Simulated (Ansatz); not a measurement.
WSe$_{2}$ in space group P6_3/mmc (No. 194; W on 2c, Se on 4f) at seven volumes, r²SCAN+D4 (plane waves, PAW; program Ansatz), shape and atoms relaxed at each. One row is withheld.

| V (Å³/atom) | P (GPa) |
|---|---|
| 18.942 | 5.75 |
| 19.566 | 3.20 |
| 20.191 | 1.31 |
| 20.815 | 0.00 |
| 21.440 | -0.84 |
| 22.064 | -1.31 |
| 22.689 | ? |

Question: Fit the shown pressures and predict the withheld one.

Answer: Third-order Birch–Murnaghan: P = (3/2)B₀(x^(7/2) − x^(5/2))[1 + (3/4)(B′ − 4)(x − 1)] with x = (V₀/V)^(2/3). Least squares on the six rows gives V₀ = 20.826 Å³/atom, B₀ = 34.74 GPa, B′ = 13.15. At V = 22.689, x = 0.9445 and P = -1.55 GPa. The run itself gave -1.53 GPa.

The cell was relaxed with r²SCAN+D4 under the symmetry of its start. The run is not spin-polarised. Spin–orbit coupling is left out wherever it is not named.

Potentials: the earlier of the program's two PAW sets. The files were generated under PBE; for other functionals the program regenerates the frozen cores, and for LDA and PBEsol the local potential too.
